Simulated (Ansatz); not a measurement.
# Computed energy against volume: Sn (space group I4/mmm)

Sn (space group I4/mmm)

```xyz
4
Lattice="-3.9994 3.9994 2.3138 3.9994 -3.9994 2.3138 3.9994 3.9994 -2.3138" Properties=species:S:1:pos:R:3 pbc="T T T"
Sn     1.4272     1.4272     0.0000
Sn     2.5722    -2.5722     2.3138
Sn    -2.5722     2.5722     2.3138
Sn     2.5722     2.5722     2.3138
```

E(V) scan at fixed shape, V₀ the volume above. The atoms relax within the cell's symmetry.

Calculation: PBEsol (plane waves to 420 eV, PAW, scalar-relativistic; Ansatz, a quantum-chemistry and plane-wave program). k mesh 12×12×12 (Γ-centred), Fermi-Dirac smearing 0.05 eV. E stands for the smeared free energy. Compression counts positive. With the shape held, the modulus is that of even scaling; a crystal free to change shape is softer. Sn was relaxed with its symmetry unable to fall. This is one of several known forms of Sn; the measured ambient cells at hand have space group No. 141 or 227. ΔE is measured from the relaxed starting cell.

| V (Å³/cell) | ΔE (kJ/mol of atoms) | P (GPa) |
|---|---|---|
| 133.24 | 5.2 | 5.2 |
| 136.94 | 2.8 | 3.6 |
| 140.64 | 1.2 | 2.2 |
| 144.34 | 0.3 | 1.0 |
| 148.04 | 0.0 | 0.0 |
| 151.74 | 0.3 | -0.9 |
| 155.44 | 1.0 | -1.7 |
| 159.15 | 2.1 | -2.3 |
| 162.85 | 3.5 | -2.9 |

Read from the data:

Pressure at the smallest volume: 5.2 GPa
Energy cost of the largest compression: 54 meV/atom
Energy cost of the largest expansion: 37 meV/atom
Bulk modulus at fixed cell shape B₀ (third-order Birch-Murnaghan fit): 38.3 GPa
Pressure derivative B₀′ (fit): 4.9
Equilibrium volume of the fit: 37.01 Å³/atom
Pressure for 5 % compression (fit): 2.2 GPa

The 9 points together took very roughly 15 core-minutes.

(A scan under strain: stresses follow from slopes of the energy per volume, elastic moduli from its curvatures.)
